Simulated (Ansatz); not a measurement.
## GaN: the gap against volume

GaN, F-43m, a = 4.498 Å. This isn't the usual stable structure of the compound. Ansatz: r2SCAN, PAW, 500 eV, Γ-centred 10×10×10 mesh on 2 atoms, Gaussian smearing 0.02 eV; no spin polarisation. Symmetry fixes shape and atoms, so the cell is only scaled; x = ln(V/V0) with V0 = 11.374 Å³/atom. The gap is read at the mesh points alone.

| x | gap y (eV) |
| --- | --- |
| -0.1278 | 3.024 |
| -0.0943 | ? |
| -0.0619 | 2.584 |
| -0.0305 | 2.373 |
| 0.0000 | 2.168 |
| 0.0296 | 1.970 |
| 0.0583 | 1.777 |
| 0.0953 | 1.530 |

Problem. Fit a straight line to the other rows, give the volume deformation potential of the gap and its pressure coefficient, and predict the missing gap. B0 = 196.3 GPa.

Solution. Means x = -0.005286, y = 2.2037; Σ(Δx)² = 0.03426, ΣΔxΔy = -0.2295; the slope is their ratio. y = 2.1683 − 6.7005 x. The slope is the deformation potential a = dE_g/d ln V = -6.70 eV, and dE_g/dP = −a/B0 = 34.1 meV/GPa. At x = -0.0943 the fit asked for gives 2.800 eV. The run gave 2.801 eV, so the fit is 0.001 eV too low, within twice the rms miss on the fitted rows (0.0005 eV).

Semilocal functionals give gaps under the measured ones; changes of the gap mostly carry over better.